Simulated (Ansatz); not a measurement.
Relaxed-ion elastic tensor of ScMo3C (anti-perovskite, Pm-3m) in GPa (Voigt order), plane-wave PAW r²SCAN (Ansatz code); density 7.64 g/cm³, 14.99 Å³ per atom.

```
 346   158   158   0.0   0.0   0.0
 158   346   158   0.0   0.0   0.0
 158   158   346   0.0   0.0   0.0
 0.0   0.0   0.0  32.0   0.0   0.0
 0.0   0.0   0.0   0.0  32.0   0.0
 0.0   0.0   0.0   0.0   0.0  32.0
```

Problem. Is the crystal mechanically stable?

Solution. Yes: the smallest eigenvalue of C is 32.0 GPa.

Problem. Work out the Voigt, Reuss and Hill averages.

Solution. K_V = 221, K_R = 221, K_H = 221; G_V = 56.8, G_R = 43.5, G_H = 50.1 GPa.

Problem. Give Young's modulus, Poisson's ratio, Pugh's ratio and the universal anisotropy index.

Solution. E = 9KG/(3K + G) = 140 GPa; ν = 0.39; K/G = 4.41 (ductile by the Pugh limit of 1.75); A_U = 5G_V/G_R + K_V/K_R − 6 = 1.52.

Problem. Estimate the sound speeds and the Debye temperature.

Solution. v_l = √((K + 4G/3)/ρ) = 6140 m/s, v_t = √(G/ρ) = 2560 m/s, mean 2900 m/s; Θ = (h/k)(3n/4πV)^(1/3) v_m = 350 K.

Problem. Give the Zener ratio and Young's modulus along [100], [110] and [111].

Solution. A = 2C44/(C11 − C12) = 0.34; 1/E = S11 − 2(S11 − S12 − S44/2)Γ with Γ = 0, 1/4, 1/3 gives 247, 109, 91.7 GPa.

The start of the workflow was typed in or built on a structure type; neither database checked (COD, Materials Project) lists it. Its standing as an ambient phase is unchecked. The r²SCAN relaxation kept the symmetry of its start; whether a distortion lowers the energy is not shown. No spin polarisation was allowed. As this level gives no gap, shear constants depend on the k-mesh and smearing (Fermi–Dirac, 0.1 eV here).

Potentials: the later of the program's two PAW sets.
